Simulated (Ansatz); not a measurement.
**Gd (P-3m1): field of 500 T on the spins**

The calculation used Ansatz 0.2.0, DFT, PBE, PAW with Ansatz's default frozen-core files, scalar-relativistic.

Command: `ansatz run input.yaml --threads 2 --pin off --max-ram 6144MiB --backend cpu --events-out ev --progress --plain --runs-dir out`

```yaml
crystal:
  lattice:
    - [3.6555206459, 0.0, 0.0]
    - [-1.827760323, 3.1657737434, 0.0]
    - [0.0, 0.0, 11.77960696]
  atoms:
    - { symbol: Gd, position: [0.0, 0.0, 0.0], spin: 7.4 }
    - { symbol: Gd, position: [0.0, 0.0, 0.5], spin: -7.3 }
    - { symbol: Gd, position: [0.3333333333, 0.6666666667, 0.24808348], spin: 7.3 }
    - { symbol: Gd, position: [0.6666666667, 0.3333333333, 0.75191652], spin: 7.3 }
magnetization:
  spin_polarized: true
  magnetic_field: 500
kpoints:
  mp_grid: { grid: [9, 9, 3] }
scf:
  occupations: { method: fermi_dirac, width: 0.05 }
  convergence: { dr2_threshold: 1.0e-10 }
hamiltonian:
  xc: pbe
  pseudopotentials: { kind: paw }
output:
  forces: true
  stress: true
  eigenvalues: true
```

The program prints:

```
Engine: ansatz 0.2.0
Pseudopotentials: kind: paw
Pseudopotential: Gd, paw, valence charge 18, recommended cutoff 420 eV (normal), Gd.paw.azcp
Functional definition: PBE
  parameter kappa = 0.804
  parameter beta = 0.06672455060314922
  exchange = pbe_x(kappa = kappa, mu = beta*pi^2/3)
  correlation = pbe_c(beta = beta)
Crystal: 4 atoms, lattice volume = 136.320 Å³
Basis set: ecut = 420 eV, 2631 PW (Γ), exchange–correlation on 50×50×160 points (8 copies of the dense FFT grid, shifted against one another)
Bands: 61, of which v1, the nominal top of the filled ones, is band 36 counted from 1 (35 counted from 0)
Symmetry: 12 space group operations
Space group: P-3m1 (ITA 164), of the structure as read, at distance tolerance 5.1e-5 Å
Magnetic group: BNS 164.85 (UNI 1315), of the structure as read, at distance tolerance 5.1e-5 Å
k-points: 31 of 243
Non-local potential: Gd, projectors of the file, l = 0: 3, l = 1: 2, l = 2: 2, l = 3: 3
PAW form: soft (Blöchl's): semilocal exchange-correlation on the pseudo side does not see the compensation charge
PAW one-centre angular grid: Gd, 590 points (default); XC on 64 Gauss nodes
Initial density: superposition of atomic densities (chi_scale 0.1, normalization cell)
Starting moments: Σ|m| = 29.3 μB on 4 of 4 sites
Magnetic field: 500 T along the axis of the moments, on the spin alone (28.9419 meV per μB along it)
Initial wavefunctions: pseudopotential atomic-orbital guess
Functional: x = pbe(κ = 0.804, μ = 0.2195149727645171), c = pbe(β = 0.06672455060314922)
SCF iter   1: F=—  HF=-37319.696046 eV  |F-HF|=—  |Δ(HF+E_count)|=         —  Δρ=2.68e-1 (↑2.36e-1 ↓2.68e-1)  dr2=5.14e0  dr2_m=7.82e1  M=16.525 μB ∫|m|=32.154 μB  β_m=1.00  ethr=3.10e-3  ⟨swp⟩=5.7  Hψ=12778  notcnv=0  defer=2
preconditioner: auto → Kerker (q_TF=auto, 2.453 Å⁻¹)  [metal: Δε(μ)=0.004 eV  Ē_g=10.580 eV  σ=0.050 eV  W_gap=0.02  n_scr=38 (ndim 8)  ℏωp=25.4 eV  f_vac=0.000  D(μ)=5.04/eV (n_scr^D=50)]
spin=Collinear: Kerker preconditioning applied to the charge; magnetization (m = ρ↑ − ρ↓) channel mixes plain (no charge-response kernel on spin).
SCF iter   2: F=—  HF=-37305.145025 eV  |F-HF|=—  |Δ(HF+E_count)|=    1.46e1  Δρ=2.87e-2 (↑1.31e-2 ↓2.87e-2)  dr2=1.49e0  dr2_m=3.75e-1  M=14.875 μB ∫|m|=29.531 μB  β_m=0.30  ethr=3.10e-3  ⟨swp⟩=3.0  Hψ=9362  notcnv=0  defer=135
SCF iter   3: F=—  HF=-37318.304561 eV  |F-HF|=—  |Δ(HF+E_count)|=    1.32e1  Δρ=3.53e-2 (↑1.17e-2 ↓3.53e-2)  dr2=2.29e0  dr2_m=4.18e-1  M=16.132 μB ∫|m|=31.130 μB  β_m=0.30  ethr=2.07e-3  ⟨swp⟩=3.3  Hψ=8242  notcnv=0  defer=173
SCF iter   4: F=—  HF=-37324.125173 eV  |F-HF|=—  |Δ(HF+E_count)|=    5.82e0  Δρ=2.60e-2 (↑1.29e-2 ↓2.60e-2)  dr2=1.43e0  dr2_m=2.20e-1  M=16.030 μB ∫|m|=31.128 μB  β_m=0.30  ethr=2.07e-3  ⟨swp⟩=2.5  Hψ=7123  notcnv=0  defer=173
SCF iter   5: F=—  HF=-37326.723191 eV  |F-HF|=—  |Δ(HF+E_count)|=    2.60e0  Δρ=1.75e-2 (↑6.96e-3 ↓1.75e-2)  dr2=6.63e-1  dr2_m=1.00e-1  M=16.013 μB ∫|m|=31.013 μB  β_m=0.30  ethr=1.98e-3  ⟨swp⟩=2.1  Hψ=5092  notcnv=0  defer=161
SCF iter   6: F=—  HF=-37328.251416 eV  |F-HF|=—  |Δ(HF+E_count)|=    1.53e0  Δρ=4.60e-2 (↑1.47e-2 ↓4.60e-2)  dr2=5.93e0  dr2_m=4.72e-1  M=14.867 μB ∫|m|=29.630 μB  β_m=0.23  ethr=9.21e-4  ⟨swp⟩=3.0  Hψ=8881  notcnv=0  defer=144
Mixer restart at iter 6: flushing history
SCF iter   7: F=—  HF=-37328.879745 eV  |F-HF|=—  |Δ(HF+E_count)|=   6.28e-1  Δρ=2.09e-2 (↑1.54e-2 ↓2.09e-2)  dr2=2.49e0  dr2_m=1.83e-1  M=15.882 μB ∫|m|=30.384 μB  β_m=0.18  ethr=9.21e-4  ⟨swp⟩=3.5  Hψ=8112  notcnv=0  defer=152
Mixer restart at iter 7: flushing history
[...]
SCF iter  22: F=—  HF=-37329.285598 eV  |F-HF|=—  |Δ(HF+E_count)|=   3.16e-5  Δρ=1.65e-4 (↑4.54e-5 ↓1.65e-4)  dr2=9.55e-5  dr2_m=1.02e-5  M=15.679 μB ∫|m|=30.397 μB  β_m=0.82  ethr=1.75e-7  ⟨swp⟩=2.1  Hψ=4985  notcnv=0  defer=138
SCF iter  23: F=—  HF=-37329.285604 eV  |F-HF|=—  |Δ(HF+E_count)|=   6.82e-6  Δρ=3.95e-5 (↑3.57e-5 ↓3.95e-5)  dr2=4.66e-6  dr2_m=7.37e-7  M=15.678 μB ∫|m|=30.393 μB  β_m=0.91  ethr=1.33e-7  ⟨swp⟩=1.5  Hψ=4031  notcnv=0  defer=138
SCF iter  24: F=—  HF=-37329.285606 eV  |F-HF|=—  |Δ(HF+E_count)|=   1.25e-6  Δρ=2.32e-5 (↑2.32e-5 ↓1.58e-5)  dr2=4.36e-6  dr2_m=2.12e-7  M=15.677 μB ∫|m|=30.391 μB  β_m=0.80  ethr=6.47e-9  ⟨swp⟩=2.4  Hψ=5840  notcnv=0  defer=138
SCF iter  25: F=—  HF=-37329.285606 eV  |F-HF|=—  |Δ(HF+E_count)|=   2.53e-7  Δρ=8.85e-6 (↑4.92e-6 ↓8.85e-6)  dr2=5.37e-7  dr2_m=4.12e-8  M=15.677 μB ∫|m|=30.390 μB  β_m=0.90  ethr=6.06e-9  ⟨swp⟩=1.1  Hψ=3652  notcnv=0  defer=138
SCF iter  26: F=—  HF=-37329.285606 eV  |F-HF|=—  |Δ(HF+E_count)|=   3.05e-7  Δρ=8.67e-6 (↑8.67e-6 ↓5.38e-6)  dr2=4.59e-7  dr2_m=2.05e-8  M=15.676 μB ∫|m|=30.389 μB  β_m=0.67  ethr=7.46e-10  ⟨swp⟩=2.0  Hψ=4350  notcnv=0  defer=138
SCF iter  27: F=—  HF=-37329.285606 eV  |F-HF|=—  |Δ(HF+E_count)|=   1.70e-9  Δρ=3.07e-6 (↑3.07e-6 ↓2.78e-6)  dr2=6.21e-8  dr2_m=5.11e-9  M=15.676 μB ∫|m|=30.389 μB  β_m=0.67  ethr=6.37e-10  ⟨swp⟩=1.5  Hψ=3926  notcnv=0  defer=138
SCF iter  28: F=—  HF=-37329.285606 eV  |F-HF|=—  |Δ(HF+E_count)|=   1.23e-8  Δρ=1.41e-6 (↑1.39e-6 ↓1.41e-6)  dr2=7.96e-9  dr2_m=1.17e-9  M=15.676 μB ∫|m|=30.389 μB  β_m=0.84  ethr=8.62e-11  ⟨swp⟩=2.0  Hψ=4691  notcnv=0  defer=138
SCF iter  29: F=—  HF=-37329.285606 eV  |F-HF|=—  |Δ(HF+E_count)|=   9.17e-9  Δρ=3.20e-6 (↑6.73e-7 ↓3.20e-6)  dr2=2.39e-8  dr2_m=2.33e-9  M=15.676 μB ∫|m|=30.389 μB  β_m=0.84  ethr=1.11e-11  ⟨swp⟩=2.0  Hψ=6079  notcnv=0  defer=138
SCF iter  30: F=—  HF=-37329.285606 eV  |F-HF|=—  |Δ(HF+E_count)|=   1.96e-9  Δρ=4.52e-7 (↑3.57e-7 ↓4.52e-7)  dr2=4.93e-10  dr2_m=9.79e-11  M=15.676 μB ∫|m|=30.388 μB  β_m=0.92  ethr=1.11e-11  ⟨swp⟩=2.0  Hψ=4950  notcnv=0  defer=138
SCF iter  31: F=—  HF=-37329.285606 eV  |F-HF|=—  |Δ(HF+E_count)|=  3.20e-10  Δρ=4.12e-7 (↑2.90e-7 ↓4.12e-7)  dr2=3.94e-10  dr2_m=5.06e-11  M=15.676 μB ∫|m|=30.388 μB  β_m=0.84  ethr=1.00e-12  ⟨swp⟩=2.0  Hψ=4261  notcnv=0  defer=138
SCF iter  32: F=—  HF=-37329.285606 eV  |F-HF|=—  |Δ(HF+E_count)|=  3.64e-11  Δρ=1.81e-7 (↑8.07e-8 ↓1.81e-7)  dr2=1.68e-10  dr2_m=8.19e-12  M=15.676 μB ∫|m|=30.388 μB  β_m=0.72  ethr=1.00e-12  ⟨swp⟩=2.4  Hψ=5102  notcnv=0  defer=138
SCF iter  33: F=-37329.285606 eV  HF=-37329.285606 eV  |F-HF|=7.28e-12  |Δ(HF+E_count)|=  7.28e-12  Δρ=6.92e-8 (↑2.29e-8 ↓6.92e-8)  dr2=1.56e-11  dr2_m=1.38e-12  M=15.676 μB ∫|m|=30.388 μB  ethr=1.00e-12  ⟨swp⟩=12.8  Hψ=13017  notcnv=0
SCF 1 converged in 33 iterations: F = -37329.285606 eV  dr2 = 1.56e-11
  greatest PAW one-centre occupation: 0.999 electrons in one spin orbital (limit 2), on the Gd atom at site 1 (counted from 0), in its partial waves of l = 0
SCF converged after 33 iterations
Magnetization: 15.6762 μB (43.8381 up, 28.1619 down)
Absolute magnetization: 30.3884 μB (∫|ρ↑−ρ↓|, with the PAW one-centre terms)
Spin contamination: 7.2627 ħ² per cell (⟨S²⟩ above its minimum at these occupations)
Per-site moments (μB) at R_I (Å): [(7.4475746981251545, 1.486961840753527), (-7.209448387485483, 1.5021005164704135), (7.349640130751423, 1.486961840753527), (7.349640130751422, 1.4869618407535272)]
Free energy (F): -37329.285606 eV
Harris-Foulkes:  -37329.285606 eV  (|F-HF|=7.28e-12)
Internal energy: -37329.218966 eV  (E = F + TS)
E sigma→0 (E₀):  -37329.252286 eV
Entropy (-TS):   -0.066641 eV (-16.660 meV/atom)
Fermi energy:    11.861362 eV
--- Per-component energies (eV) ---
  E_band       = -158.274233
  E_kinetic    = 1606.095818
  E_local      = -8611.252598  (includes V_loc(G=0)·N_el)
  E_nonlocal   = 1161.344177
  E_hartree    = 3555.594804
  E_xc         = -929.745969
  E_vxc        = -1007.367581  (∫ρ·V_xc dr)
  E_paw        = -25799.502259  (= ΣΔE_a)
  E_vpaw       = -417.830009  (= ΣTr[D̂ρ^β])
  E_aug_tail   = 0.000001  (compensation charges beyond the density's cutoff)
  E_zeeman     = -0.453698  (= −μ_B·B·M)
  E_ewald      = -8311.299240
  E_smearing   = -0.066641  (= −TS)
  E_closure    = -0.000000  (closes the sum)
  Σ components = -37329.285606   (vs F -37329.285606, Δ=0.00e0)
--- Forces (eV/Å), atoms counted from 1 ---
  atom   1  Gd    -0.00000000     0.00000000     0.00000000
  atom   2  Gd     0.00000000     0.00000000     0.00000000
  atom   3  Gd    -0.00000000     0.00000000     0.09659118
  atom   4  Gd    -0.00000000    -0.00000000    -0.09659118
  max |Σ_I F_I| component: 1.39e-17 eV/Å
--- Stress (GPa, compression-positive) ---
       -0.555420       0.000000       0.000000
        0.000000      -0.555420      -0.000000
        0.000000      -0.000000      -0.753019
  P = ⅓ Tr σ = -0.6213 GPa (-6.213 kbar)
--- Band table (eV; the first three rows and the last of 62) ---
  k-point 0 ↑: bands = ["-33.5022", "-33.4265", "-33.4201", "-30.2038", "-11.1718", "-10.8759", "-10.6880", "-10.6880", "-10.6846", "-10.6097", "-10.6097", "-10.5944", "-10.5944", "-8.4590", "-8.1449", "-8.1449", "6.8920", "6.9380", "6.9875", "7.0092", "7.0092", "7.0178", "7.0346", "7.0346", "7.0374", "7.0728", "7.0867", "7.0870", "7.0870", "7.1022", "7.1081", "7.1081", "7.1082", "7.1082", "7.1265 …
  k-point 1 ↑: bands = ["-33.5022", "-33.4265", "-33.4200", "-30.2038", "-11.1668", "-10.8909", "-10.6879", "-10.6879", "-10.6743", "-10.6099", "-10.6099", "-10.5942", "-10.5942", "-8.4593", "-8.1449", "-8.1449", "6.9379", "6.9861", "7.0027", "7.0092", "7.0092", "7.0344", "7.0344", "7.0362", "7.0536", "7.0804", "7.0854", "7.0877", "7.0877", "7.1022", "7.1072", "7.1072", "7.1092", "7.1092", "7.1258 …
  k-point 2 ↑: bands = ["-33.4976", "-33.4225", "-33.4167", "-30.1988", "-11.1532", "-10.8843", "-10.7331", "-10.7096", "-10.7037", "-10.6521", "-10.6375", "-10.6228", "-10.6048", "-8.4501", "-8.2137", "-8.1606", "6.9459", "6.9947", "7.0053", "7.0114", "7.0172", "7.0281", "7.0376", "7.0439", "7.0759", "7.0865", "7.0867", "7.0899", "7.0927", "7.0994", "7.1057", "7.1073", "7.1113", "7.1173", "7.1245 …
  k-point 30 ↓: bands = ["-33.2358", "-30.1831", "-30.1428", "-30.1428", "-10.8033", "-10.8033", "-10.6342", "-8.6401", "-8.6285", "-8.6285", "-8.5089", "-8.4879", "-8.4879", "-8.2898", "-8.2898", "-8.2830", "7.2098", "7.2660", "7.2660", "7.2852", "7.2852", "7.2977", "7.3310", "11.3448", "11.3448", "11.4969", "11.5451", "11.5451", "11.8542", "11.8542", "11.8961", "12.2595", "12.2673", "12.2686", " …
```

Site moments (μB): Gd1 7.45, Gd2 -7.21, Gd3 7.35, Gd4 7.35. Cell moment 15.68 μB.

The magnetic group in the log treats spin as a scalar label, without spin–orbit coupling.

Without U a semilocal functional puts the f levels too near the Fermi level, which can change moments and the order of magnetic states; site and cell moments are spin moments. Spin–orbit coupling is left out although heavy atoms are present. With open f shells a run can end in a state that isn't the lowest. The magnetic state is the one that this cell and start allow. It needn't be the compound's measured order, which may need a larger cell or be absent.

It took 13 s on 2 threads of AMD EPYC 9R45 96-Core Processor (Zen 5) (shared host), peak memory 0.73 GiB.
